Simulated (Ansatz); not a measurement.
## Nb (bcc)

Computed with Ansatz (plane waves, PAW, 420 eV cutoff): LDA, scalar-relativistic, no spin polarisation, 18×18×18 k-mesh, Gaussian smearing of 0.05 eV. The datasets are Ansatz's generated set soft_2.

Space group Im-3m (No. 229). a = 3.247 Å, b = 3.247 Å, c = 3.247 Å, α = 90.00°, β = 90.00°, γ = 90.00°
```tsv
atom	site	symmetry	x	y	z
Nb	2a	m-3m	0.0000	0.0000	0.0000
```

Cell and atoms are those of this level's equilibrium.

The run used a cell of 1 atoms; the mesh refers to it.

```
Volume : 17.12 Å³/atom
```

Q: Estimate the band gap at this level of theory (LDA).

A: zero (metallic).

With 13 valence electrons in the calculation's cell and no magnetic order, the bands, two electrons each, can't all be full or empty: band theory demands a metal. (Only strong correlation, outside this picture, could make a Mott insulator of it.)

**What was measured.** A cell as deposited of cubic Nb (space group Im-3m), temperature not stated, from the Crystallography Open Database (1975), has a = 3.306 Å and 18.07 Å³/atom.

**Against experiment.** LDA gives 3.247 Å and 17.12 Å³/atom, −5.2 % in volume (−1.8 % in length) from the database's cell. LDA overbinds and usually gives cells that are too small.
